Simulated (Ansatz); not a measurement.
V: from a starting cell to a relaxed one

The start is a generated cell, V placed in the bcc structure type. The structure is fully relaxed (lattice and positions, P = 0) with r2SCAN (plane waves to 500 eV, PAW, scalar-relativistic; Ansatz, an electronic-structure program). The first steps use a 22×22×22 k-mesh.

Input geometry:
```yaml
crystal:
  lattice:
    - [-1.51000, 1.51000, 1.51000]
    - [1.51000, -1.51000, 1.51000]
    - [1.51000, 1.51000, -1.51000]
  atoms:
    - { symbol: V, position: [0.00000, 0.00000, 0.00000] }
```
Spin-polarised start, with parallel moments on V.

```json
{
 "initial_pressure": "-6.7 GPa (negative: the cell is under tension)",
 "outcome": "The space group stays Im-3m (No. 229) (the run could not lower it); the end is bcc (W type), with 1 atom in the primitive cell",
 "energy_released": "0.01 eV/atom",
 "volume_change": "-3.7 %, from 13.77 to 13.27 Å³/atom",
 "Shortest distances (start → end)": "The closest pairs of elements (up to four, under 3.6 Å), start → end: V–V 2.62 → 2.58 Å",
 "moments_at_the_end": "zero (the starting moments vanished)",
 "optimiser_moves": "3"
}
```

The end point of the relaxation:

```cif
data_V2
_chemical_formula_sum 'V2'
_space_group_name_H-M_alt 'Im-3m'
_space_group_IT_number 229
_space_group_name_Hall '-I 4 2 3'
_cell_length_a 2.98277
_cell_length_b 2.98277
_cell_length_c 2.98277
_cell_angle_alpha 90.000
_cell_angle_beta 90.000
_cell_angle_gamma 90.000
loop_
_atom_site_label
_atom_site_type_symbol
_atom_site_symmetry_multiplicity
_atom_site_Wyckoff_symbol
_atom_site_fract_x
_atom_site_fract_y
_atom_site_fract_z
_atom_site_occupancy
V1 V 2 a 0.00000 0.00000 0.00000 1
```
(The calculation used a cell of 1 atom; values per cell refer to that cell.)

No spin polarisation in the result: the starting moments vanished.

The run could not lose the symmetry of its start.
